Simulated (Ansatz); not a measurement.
**Data sheet: NbPd$_{3}$ (DFT)**

NbPd3:
```cif
data_NbPd3
_chemical_formula_sum 'Nb1 Pd3'
_space_group_name_H-M_alt 'P 1'
_space_group_IT_number 1
_cell_length_a 4.86837
_cell_length_b 4.86837
_cell_length_c 4.86837
_cell_angle_alpha 132.754
_cell_angle_beta 132.754
_cell_angle_gamma 69.041
loop_
_space_group_symop_operation_xyz
  'x, y, z'
loop_
_atom_site_label
_atom_site_type_symbol
_atom_site_fract_x
_atom_site_fract_y
_atom_site_fract_z
_atom_site_occupancy
Nb1 Nb 0.00000 0.00000 0.00000 1
Pd1 Pd 0.75000 0.25000 0.50000 1
Pd2 Pd 0.25000 0.75000 0.50000 1
Pd3 Pd 0.50000 0.50000 0.00000 1
```

Space group I4/mmm (No. 139); conventional cell a = 3.902 Å, b = 3.902 Å, c = 8.022 Å, α = 90.00°, β = 90.00°, γ = 90.00°.

Method: the program Ansatz at the r²SCAN level (PAW). Structure relaxed to zero pressure with the same functional. Other levels are named where they apply.

Cell and energy:

- Volume per atom = 15.27 Å³
- Density = 11.21 g/cm³
- Formation energy from the elements (no fitted shifts) = -0.45 eV/atom

Electronic structure:

- Electronic character: metallic (no gap)
- Density of states at the Fermi level: 0.45 states/eV per atom (mean over ±0.08 eV)

Charges:

* **Bader charges**: Nb +1.50, Pd -0.52 to -0.49 e

The workflow started from an entry of the Crystallography Open Database (COD), which files this formula under 2 space groups. Its standing as an ambient phase is unchecked. The cell was relaxed with r²SCAN under the symmetry of its start; its stability against distortions is not shown here. No spin polarisation was allowed. Axis ratios of metals converge slowly with the k-mesh, so a and c are less sure than the volume. The references are the lowest solids computed at this level, not always the standard phases. Scalar-relativistic: spin–orbit coupling is off unless named, which matters more the heavier the elements.

Potentials: the later of the program's two PAW sets.
